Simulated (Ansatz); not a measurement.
The relaxed structure here is a generated cell of Y: the first start was made by placing the elements on the sites of a structure type, and the end was not matched to a known phase here, so it may be hypothetical. Known forms of Y include space group No. 194.

The end point of a relaxation of Y. Computed with r2SCAN (plane waves to 500 eV, PAW, scalar-relativistic; Ansatz, a quantum-chemistry and plane-wave program).

```
CELL_PARAMETERS angstrom
      0.00000     2.55062     2.55062
      2.55062     0.00000     2.55062
      2.55062     2.55062     0.00000
ATOMIC_POSITIONS crystal
  Y  0.00000 0.00000 0.00000
```

Q: Find the space group and the Wyckoff positions (tolerance 0.01 Å).

A: Space group Fm-3m (No. 225); a = b = c = 5.101 Å, α = β = γ = 90.00°

| atom | site | symmetry | x | y | z |
|---|---|---|---|---|---|
| Y | 4a | m-3m | 0.0000 | 0.0000 | 0.0000 |

This is the fcc (Cu type).

Q: Give the shortest distances between elements (the closest pairs, up to four, under 3.6 Å).

A: .

| Item | Result |
|---|---|
| Volume per atom | 33.19 Å³ |
| Band gap | zero (metallic) |

No spin polarisation in the result.

The run could not lose the symmetry of its start: the end is stationary, and may be a saddle point rather than a minimum.
